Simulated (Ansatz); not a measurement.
ZrRh in space group Cmcm (No. 63; Zr on 4c, Zr on 4c, Rh on 4c, Rh on 4c), plane-wave PAW PBEsol (Ansatz code), all energies at zero smearing, with the estimated change up to a 700 eV cutoff added, with one set of potentials and settings (totals compare only within such a set). Cell of 8 atoms (4 Zr, 4 Rh): -41875.895 eV.

```json
[
 {"element": "Zr", "reference phase": "P6/mmm, 3 atoms in the cell", "E (eV/atom)": "-4128.6456"},
 {"element": "Rh", "reference phase": "Fm-3m, 1 atoms in the cell", "E (eV/atom)": "-6338.7479"}
]
```

Formation energy per atom, worked out: (-41875.895 − 4×(-4128.6456) − 4×(-6338.7479))/8 = -0.790 eV/atom (-76 kJ per mol of atoms), at 0 K, without zero-point energy or fitted corrections.

The first step of the workflow began from a Materials Project structure, measured or hypothetical; the Crystallography Open Database copy checked does not list it. COD files the formula under space group No. 62, 221. Its standing as an ambient phase is unchecked. The cell was relaxed with PBEsol under the symmetry of its start; whether a distortion lowers the energy is not shown. The run is not spin-polarised. The references are the lowest solids computed at this level, not always the standard phases.

Potentials: the later of the program's two PAW sets.
